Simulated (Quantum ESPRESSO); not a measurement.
# Rh5CuTaAl: one composition in several site orders

A calculation, not a measurement. The program is pw.x of Quantum ESPRESSO 7.5 (plane-wave density functional theory). The cell is made up: eight metal atoms on a face-centred cubic lattice, with elements, volume, strain and displacements drawn at random and not relaxed, so it may be unstable or far from any real phase. PseudoDojo standard norm-conserving files set the functional (PBE unless stated); there is no spin polarisation or spin-orbit coupling, the Fermi-Dirac width of 0.25 eV means electrons at about 2900 K, and the masses in the input are unused placeholders. The copper pseudopotential is less sure than most, with forces differing by about three percent and pressure by about two GPa from a second method on plain copper. Heavy elements are run without spin-orbit coupling, which real alloys of them have. A spin test at this wide smearing found no moment, but such smearing suppresses magnetism that the real alloy may have.

The runs put one composition on the sites in different orders. Cell, positions, cutoff, mesh and smearing stay as in the input of run 1; sites are counted in its order. Stress in the tables is positive in tension.

Input of run 1:

```
&control calculation='scf', pseudo_dir='./dojo.nc.sr.pbe.v0_5.standard.upf', outdir='./o', disk_io='minimal', tprnfor=.true., tstress=.true. /
&system ibrav=0, nat=8, ntyp=4, nbnd=76, ecutwfc=92.02030273, nosym=.true., tot_charge=0,
 occupations='smearing', smearing='fd', degauss=0.0183746611
/
&electrons conv_thr=1.470e-08, electron_maxstep=70, mixing_beta=0.5 /
ATOMIC_SPECIES
Al 1.0 Al.upf
Cu 1.0 Cu.upf
Rh 1.0 Rh.upf
Ta 1.0 Ta.upf
CELL_PARAMETERS angstrom
0.0 1.8993 1.8993
-3.7985 3.7985 -3.7985
-3.7985 -3.7985 3.7985
ATOMIC_POSITIONS angstrom
Rh -0.0835 0.0345 -0.0227
Rh -3.8335 -2.0433 1.8444
Cu -4.0219 0.0376 0.0191
Ta -3.6973 1.9999 -1.893
Rh -2.1165 -0.0063 1.9996
Rh -1.9123 1.792 0.0109
Rh -5.6404 -0.1654 1.7778
Al -5.6839 1.9447 -0.0843
K_POINTS automatic
9 4 4 1 1 1
```

```
run  elements on sites 1 to 8  free energy less that of run 1 (eV)  -TS (eV)  pressure (GPa)  stress xx (GPa)  stress yy (GPa)  stress zz (GPa)  stress yz (GPa)  stress xz (GPa)  stress xy (GPa)  iterations
  1   Rh Rh Cu Ta Rh Rh Rh Al                                0.000    -1.505           17.44           -16.12           -16.75           -19.46            -3.18             2.91            -0.73          22
  2   Al Ta Cu Rh Rh Rh Rh Rh                               -0.373    -1.372           18.65           -12.13           -20.92           -22.91            -1.69             2.31            -0.97          21
  3   Rh Rh Rh Rh Rh Ta Cu Al                               -0.936    -1.462           16.40            -9.10           -18.74           -21.36            -1.29             3.56            -0.41          20
  4   Rh Ta Cu Rh Rh Al Rh Rh                               -0.095    -1.427           18.54           -15.30           -20.32           -20.00            -3.50             5.83            -4.46          20
  5   Rh Cu Al Rh Ta Rh Rh Rh                               -0.075    -1.591           15.35           -12.05           -16.62           -17.38            -2.37             0.47             0.35          22
  6   Rh Al Cu Rh Rh Rh Rh Ta                               -0.079    -1.517           16.03           -15.40           -16.96           -15.73            -4.29            -1.96             2.44          21
```

Forces Fx Fy Fz (eV/Å):

| site | run 1 | run 2 | run 3 | run 4 | run 5 | run 6 |
| --- | --- | --- | --- | --- | --- | --- |
| 1 | 1.17 -1.27 0.69 | 0.47 -1.54 1.47 | 1.13 -1.27 1.16 | -0.37 0.00 -0.35 | 1.04 -1.00 0.44 | 0.98 -0.50 -0.03 |
| 2 | -0.39 0.51 0.70 | -0.89 1.27 -0.52 | -0.61 0.69 0.26 | 0.23 1.00 -0.05 | -1.25 -0.04 0.87 | -2.46 1.23 -0.38 |
| 3 | 1.39 0.17 -0.96 | 1.70 -0.25 -0.73 | 0.82 -0.15 -0.76 | 1.74 -0.05 -0.79 | 0.18 0.62 -1.42 | 2.24 -0.41 -0.56 |
| 4 | -0.68 -0.06 -0.94 | -1.89 -0.91 -0.95 | -1.05 -0.30 -0.45 | -1.07 -1.87 0.33 | -1.32 -0.96 -0.58 | -1.39 -1.30 -0.03 |
| 5 | 1.86 0.15 -1.33 | 1.66 1.24 -1.91 | 2.04 0.50 -1.54 | 1.68 1.43 -1.99 | 2.60 0.16 -0.93 | 0.06 -0.06 -0.25 |
| 6 | -1.29 0.21 0.13 | -0.26 -0.05 0.69 | -1.41 0.15 0.19 | -2.07 -0.66 0.68 | -1.20 0.23 0.29 | -0.66 0.91 -0.27 |
| 7 | -0.57 1.30 0.53 | -0.62 1.68 0.50 | -0.82 0.70 0.81 | -0.41 1.20 1.08 | 0.56 1.27 0.74 | 0.39 1.22 0.66 |
| 8 | -1.48 -1.01 1.17 | -0.18 -1.42 1.46 | -0.10 -0.31 0.33 | 0.27 -1.04 1.09 | -0.61 -0.29 0.59 | 0.85 -1.09 0.86 |

The sites are displaced and not relaxed, so the energy differences mix bonding between neighbours with strain and are not ordering energies. A rerun of one cell of this series at a higher cutoff and on a denser mesh moved values by no more than 0.007 eV in energy, 0.10 GPa in stress and 0.012 eV/Å in force, and a second program with other atomic files agreed on that cell to 2 % rms in force and 0.5 GPa in pressure.